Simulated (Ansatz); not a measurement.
Relaxed-ion elastic tensor of Ag (A15 (β-W type), Pm-3n) in GPa (Voigt order), DFT-r²SCAN in the program Ansatz with PAW potentials; density 10.04 g/cm³, 17.85 Å³ per atom.

|  | 1 | 2 | 3 | 4 | 5 | 6 |
|---|---|---|---|---|---|---|
| 1 | 178 | 55.1 | 55.1 | 0.0 | 0.0 | 0.0 |
| 2 | 55.1 | 178 | 55.1 | 0.0 | 0.0 | 0.0 |
| 3 | 55.1 | 55.1 | 178 | 0.0 | 0.0 | 0.0 |
| 4 | 0.0 | 0.0 | 0.0 | -17.6 | 0.0 | 0.0 |
| 5 | 0.0 | 0.0 | 0.0 | 0.0 | -17.6 | 0.0 |
| 6 | 0.0 | 0.0 | 0.0 | 0.0 | 0.0 | -17.6 |

### Question
Is the crystal mechanically stable?

### Answer
No: the smallest eigenvalue of C is -17.6 GPa.

The start of the workflow was typed in or built on a structure type; neither database checked (COD, Materials Project) lists it. It is not the phase usual at ambient conditions (space group No. 225). The r²SCAN relaxation kept the symmetry of its start. At this level the phase is mechanically unstable. No spin polarisation was allowed. As this level gives no gap, shear constants depend on the k-mesh and smearing (Fermi–Dirac, 0.1 eV here).

Potentials: the earlier of the program's two PAW sets.
